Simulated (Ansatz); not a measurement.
ZrTa: computed property card

ZrTa:
```xyz
2
Lattice="0.0000 2.8299 2.8299 2.8299 0.0000 2.8299 2.8299 2.8299 0.0000" Properties=species:S:1:pos:R:3 pbc="T T T"
Ta     0.0000     0.0000     0.0000
Zr     2.8299     2.8299     2.8299
```

Space group Fm-3m (No. 225), rock salt; conventional cell a = 5.6599 Å, b = 5.6599 Å, c = 5.6599 Å, α = 90.00°, β = 90.00°, γ = 90.00°.

Method: PBE (plane waves, PAW; program Ansatz). Geometry: relaxed at this level of theory. Other levels are named where they apply.

Cell and energy:

| Property | Result |
|---|---|
| Volume per atom | 22.66 Å³ |
| Density | 9.97 g/cm³ |
| Formation energy from the elements (no fitted shifts) | 1.15 eV/atom |

Electronic structure:

| Property | Value |
|---|---|
| Electronic character | metallic (no gap) |
| Density of states at the Fermi level | 2.1 states/eV per atom (mean over ±0.08 eV) |
| Gap with spin–orbit coupling | none (metallic) |

Mechanics:

| Property | Result |
|---|---|
| Bulk modulus (Birch–Murnaghan fit) | 95.5 GPa |
| Pressure derivative B′ | 3.7 |

The start of the workflow was typed in or built on a structure type; neither database checked (COD, Materials Project) lists it. Whether it is the stable phase at ambient conditions was not checked. Symmetry was held in the PBE relaxation; whether a distortion lowers the energy is not shown. No spin polarisation was allowed. Its formation energy is positive at this level, so the cell may be metastable or incomplete. The references are the lowest solids computed at this level, not always the standard phases. Spin–orbit coupling is left out wherever it is not named.

Potentials: the earlier of the program's two PAW sets.
